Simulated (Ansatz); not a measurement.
# Harmonic thermodynamics of Si$_{2}$N

These are results of DFT PBE, scalar-relativistic, plane waves, PAW in Ansatz, not measurements. Plane waves to 420 eV; Γ-centred k mesh 4×12×4; Gaussian smearing of 0.10 eV. No spin polarisation. Phonons by linear response, acoustic sum rule imposed.

The cell, relaxed at this level:
```cif
data_structure
_symmetry_space_group_name_H-M 'Pnma'
_symmetry_Int_Tables_number 62
_cell_length_a 7.3011
_cell_length_b 2.8047
_cell_length_c 8.1814
_cell_angle_alpha 90.000
_cell_angle_beta 90.000
_cell_angle_gamma 90.000
_cell_volume 167.53
loop_
_atom_site_label
_atom_site_type_symbol
_atom_site_symmetry_multiplicity
_atom_site_Wyckoff_symbol
_atom_site_fract_x
_atom_site_fract_y
_atom_site_fract_z
_atom_site_occupancy
Si1 Si 4 c 0.12423 0.75000 0.94731 1
Si2 Si 4 c 0.09421 0.25000 0.60157 1
N1 N 4 c 0.10558 0.75000 0.73584 1
```

The structure comes from a proposed guess, relaxed at this level; another structure or a mixture of phases may lie lower. In a metal, frequencies and elastic constants depend on the k mesh and the smearing, soft modes and shear constants most. The q mesh is coarse, so values between its points are rough.

Force constants from linear response on a 1×4×1 q mesh, interpolated to a fine mesh.

Phonon density of states, in bins of 20 cm⁻¹:
```csv
bin centre (cm⁻¹),share of modes (%)
10,0.0
30,0.1
50,0.2
70,0.6
90,2.4
110,3.6
130,4.3
150,3.0
170,1.4
190,2.3
210,3.1
230,4.4
250,5.9
270,5.2
290,5.6
310,4.6
330,3.2
350,4.1
370,1.7
390,1.6
410,3.9
430,1.5
450,2.1
470,2.0
490,0.9
510,2.8
530,3.6
550,2.9
570,0.7
590,0.3
610,0.0
630,0.0
650,0.0
670,0.0
690,0.6
710,2.5
730,1.9
750,4.8
770,1.3
790,0.0
810,0.0
830,0.0
850,0.0
870,0.1
890,6.4
910,2.6
930,1.8
950,0.3
```

Q: How much zero-point energy does an atom carry?

A: 78.0 meV.

Q: How large are the vibrational entropy and heat capacity at 300 K?

A: S = 2.01 k_B and C_V = 2.14 k_B per atom, 71 % of the Dulong–Petit value.

Q: Tabulate them against temperature.

A:
```
T (K)  F_vib (meV/atom)  S (k_B/atom)  C_V (k_B/atom)
  100              76.8          0.41            0.78
  200              69.7          1.24            1.64
  300              55.6          2.01            2.14
  400              35.4          2.67            2.42
  500               9.9          3.23            2.59
  600             -20.0          3.71            2.70
  700             -53.9          4.14            2.77
  800             -91.2          4.51            2.82
  900            -131.5          4.84            2.86
 1000            -174.6          5.15            2.88
```
